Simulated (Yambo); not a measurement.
G0W0@LDA for Rb$_{3}$RhF$_{6}$ (space group Fm-3m, No. 225) in Yambo. Reference settings: 2×2×2 Γ-centred k mesh, bands 5 to 282 and a 7 Ry block in the screening, 282 bands in G with the Bruneval-Gonze terminator, plasmon pole fitted at 27.2 eV. The LDA gap X → X on this mesh is 2.03 eV; G0W0 gaps are taken between the same points.

With and without the terminator, as bands are cut:

```tsv
bands in G (in W)	gap, terminator (eV)	gap, none (eV)	valence shift, terminator (eV)	valence shift, none (eV)
76 (76)	6.016	6.035	-1.390	-1.049
113 (113)	5.808	5.872	-1.333	-0.997
162 (162)	5.744	5.797	-1.377	-1.051
221 (221)	5.715	5.740	-1.444	-1.151
282 (282)	5.716	5.750	-1.480	-1.236
```

Over this range the gap spans 0.301 eV with the terminator and 0.295 eV without, the valence shift 0.147 eV and 0.239 eV. Neither column has reached its limit for certain.

Spin-orbit coupling is not included.

Geometry of the Materials Project entry, not relaxed at this level; primitive cell a = b = c = 6.4438 Å, α = β = γ = 60.00°.

The structure is a Materials Project entry; no match was found in the copy of COD used, and its stability was not checked.

A shift is the quasiparticle energy of the state minus its LDA energy.
